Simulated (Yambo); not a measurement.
A BSE run in Yambo for LiMgBN₂ (space group I-4m2, No. 119) (PBEsol bands; 8×8×8 mesh, 6 valence and 4 conduction bands, static screening with 36 bands and a 3 Ry block, scissor 1.77 eV, Tamm-Dancoff; field along x) gives:

```tsv
state	energy (eV)	states within 2 meV	relative strength	class
1	4.23	2	0.03	weak
2	4.74	2	1.00	strong
3	4.78	2	0.05	weak
4	4.82	1	< 0.01	dark
5	4.87	1	< 0.01	dark
```

Axes are Cartesian, with cell vectors (Å) (-1.91, 1.91, 4.44), (1.91, -1.91, 4.44), (1.91, 1.91, -4.44).

Q: What changes when the window shrinks to 5 valence and 1 conduction bands?

A: The lowest state goes from 4.228 eV to 4.270 eV, and its distance below the direct gap from 0.935 eV to 0.893 eV. These are vertical excitations (zero momentum); the indirect quasiparticle gap, about 4.19 eV, is smaller than the direct one (5.16 eV on the GW mesh). The scissor comes from a G0W0 run whose convergence isn't established.

Geometry of the Materials Project entry, not relaxed at this level; primitive cell a = 5.200 Å, b = 5.200 Å, c = 5.200 Å, α = 136.91°, β = 136.91°, γ = 62.58°.

The structure is a Materials Project entry; no match was found in the copy of COD used, and its stability was not checked.
